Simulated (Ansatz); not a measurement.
**Orbital-resolved density of states of HfC**

```yaml
crystal:
  lattice:
    - [0.00000, 2.32573, 2.32573]
    - [2.32573, 0.00000, 2.32573]
    - [2.32573, 2.32573, 0.00000]
  atoms:
    - { symbol: Hf, position: [0.00000, 0.00000, 0.00000] }
    - { symbol: C, position: [0.50000, 0.50000, 0.50000] }
```

Atoms are numbered in the order listed.

The cell was built from the rocksalt type and relaxed in the same program, and has space group Fm-3m; it needn't be a known or the stable phase.

No spin–orbit coupling, which matters for the heavy atoms here.

Level of theory: Ansatz 0.2.0, DFT, PBE, all-electron LAPW, scalar-relativistic.

Numerical set-up: a Γ-centred 16×16×16 k mesh, Fermi–Dirac smearing of 0.05 eV, basis error target 1 meV/atom, no spin polarisation.

States per eV for one atom of each kind, in 0.4 eV bins named by their centres, from the Fermi level, projected on a minimal set of Löwdin-orthogonalised atomic shells; orbitals are real harmonics on the Cartesian axes, equal curves share a column, and empty bins are left out, as is all above 3.1 eV, near the top of the computed bands.

Hf1 4f:

```
# E all fz3 fxz2=fyz2 fz(x2-y2) fxyz fx(x2-3y2)=fy(3x2-y2)
-11.5 0.08 0.03 0.01 0.00 0.00 0.02
-11.1 34.43 4.82 4.93 4.99 5.00 4.88
-10.7 0.13 0.04 0.02 0.00 0.00 0.03
-10.3 0.08 0.03 0.01 0.00 0.00 0.02
-9.9 0.08 0.03 0.01 0.00 0.00 0.02
-9.5 0.09 0.03 0.01 0.00 0.00 0.02
-9.1 0.05 0.02 0.01 0.00 0.00 0.01
-8.7 0.01 0.00 0.00 0.00 0.00 0.00
```

Hf1 5d:

```
# E all dz2=dx2-y2 dxz=dyz=dxy
-11.5 0.01 0.00 0.00
-11.1 0.08 0.04 0.00
-10.7 0.01 0.01 0.00
-10.3 0.17 0.08 0.00
-9.9 0.30 0.14 0.00
-9.5 0.42 0.20 0.00
-9.1 0.20 0.09 0.00
-8.7 0.03 0.01 0.00
-5.9 0.04 0.00 0.01
-5.5 0.10 0.00 0.03
-5.1 0.16 0.01 0.05
-4.7 0.28 0.03 0.08
-4.3 0.29 0.04 0.07
-3.9 0.28 0.05 0.06
-3.5 0.19 0.03 0.04
-3.1 0.20 0.05 0.03
-2.7 1.43 0.30 0.27
-2.3 1.19 0.31 0.19
-1.9 0.70 0.15 0.13
-1.5 0.40 0.09 0.08
-1.1 0.25 0.05 0.05
-0.7 0.16 0.03 0.03
-0.3 0.08 0.01 0.02
0.1 0.08 0.00 0.03
0.5 0.14 0.00 0.04
0.9 0.20 0.00 0.07
1.3 0.30 0.00 0.10
1.7 0.38 0.00 0.12
2.1 0.42 0.01 0.14
2.5 0.48 0.01 0.15
2.9 0.54 0.01 0.17
```

C2 2p:

```
# E all pz=px=py
-11.1 0.03 0.01
-10.7 0.01 0.00
-10.3 0.02 0.01
-9.9 0.02 0.01
-9.5 0.02 0.01
-9.1 0.01 0.00
-5.9 0.05 0.02
-5.5 0.11 0.04
-5.1 0.20 0.07
-4.7 0.37 0.12
-4.3 0.43 0.14
-3.9 0.51 0.17
-3.5 0.37 0.12
-3.1 0.37 0.12
-2.7 2.04 0.68
-2.3 1.42 0.47
-1.9 0.78 0.26
-1.5 0.53 0.18
-1.1 0.41 0.14
-0.7 0.33 0.11
-0.3 0.18 0.06
0.1 0.16 0.05
0.5 0.15 0.05
0.9 0.14 0.05
1.3 0.14 0.05
1.7 0.14 0.05
2.1 0.14 0.05
2.5 0.15 0.05
2.9 0.16 0.05
```

Hf1 6s:

```
# E all
-12.3 0.01
-11.9 0.05
-11.5 0.08
-11.1 0.07
-10.7 0.08
-10.3 0.11
-9.9 0.11
-9.5 0.08
-9.1 0.03
-8.7 0.01
-5.9 0.01
-5.5 0.02
-5.1 0.04
-4.7 0.07
-4.3 0.07
-3.9 0.08
-3.5 0.05
-3.1 0.02
-2.7 0.01
-2.3 0.01
1.7 0.01
2.1 0.01
2.5 0.01
2.9 0.02
```

C2 2s:

```
# E all
-12.3 0.01
-11.9 0.04
-11.5 0.09
-11.1 0.27
-10.7 0.10
-10.3 0.33
-9.9 0.53
-9.5 0.81
-9.1 0.56
-8.7 0.17
-5.5 0.01
-5.1 0.02
-4.7 0.03
-4.3 0.03
-3.9 0.03
-3.5 0.02
-3.1 0.02
-2.7 0.04
-2.3 0.02
-1.9 0.01
-1.5 0.01
-1.1 0.01
1.3 0.01
1.7 0.01
2.1 0.01
2.5 0.01
2.9 0.01
```
